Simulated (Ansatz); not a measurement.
# Calculated field gradients at the nuclei for Ca4Al6O13

The cell is a Materials Project structure (computed, not necessarily an observed phase), atoms as given.

```cif
data_Ca4Al6O13
_symmetry_space_group_name_H-M 'I-43m'
_symmetry_Int_Tables_number 217
_cell_length_a 8.8041
_cell_length_b 8.8041
_cell_length_c 8.8041
_cell_angle_alpha 90.000
_cell_angle_beta 90.000
_cell_angle_gamma 90.000
loop_
_atom_site_label
_atom_site_type_symbol
_atom_site_symmetry_multiplicity
_atom_site_Wyckoff_symbol
_atom_site_fract_x
_atom_site_fract_y
_atom_site_fract_z
Ca Ca 8 c 0.3460 0.6540 0.3460
Al Al 12 d 0.0000 0.5000 0.2500
O11 O 2 a 0.0000 0.0000 0.0000
O12 O 24 g 0.1399 0.4109 0.1399
```

One atom of each set is listed; the run and its k-mesh use a cell of 23 atoms with edges of 7.62, 7.62, 7.62 Å.

All values are calculated (Ansatz; DFT, PBE, plane waves and PAW, scalar-relativistic, 420 eV cutoff, Γ-centred 4×4×4 k-points, Fermi–Dirac smearing 0.02 eV), not measured.

C_Q = eQV_zz/h, which is 24.18 MHz for Q = 1 b and V_zz = 10²¹ V/m²; η = (V_xx − V_yy)/V_zz.

⁴³Ca: I = 7/2, Q = -40.80 mb; 27Al: I = 5/2, Q = 146.6 mb; O-17: I = 5/2, Q = -25.58 mb. Quadrupole moments are those of Pyykkö's year-2017 table.

Q: Which values are expected at the nuclei?

A: 

```
site  atoms                                          first shell  V_xx, V_yy, V_zz (10²¹ V/m²)     η  C_Q (MHz)
  Ca      4               4 O at 2.27–2.35 Å; also 3 O at 3.34 Å             1.84, 1.84, -3.67  0.00       3.62
  Al      6                                        4 O at 1.75 Å            -0.14, -0.14, 0.28  0.00      0.990
 O11      1                                       4 Ca at 2.35 Å              0.00, 0.00, 0.00     –          0
 O12     12  2 Al at 1.75 Å, 1 Ca at 2.27 Å; also 1 Ca at 3.34 Å            -0.52, -1.99, 2.51  0.59      -1.55
```

An axis of threefold or higher order runs through Ca and Al, so V_zz lies along it and η is zero. O11 sits on a cubic site, where every gradient vanishes.

The largest force is 0.3 eV/Å, so the atoms aren't at the calculated equilibrium and relaxing them would move these values.
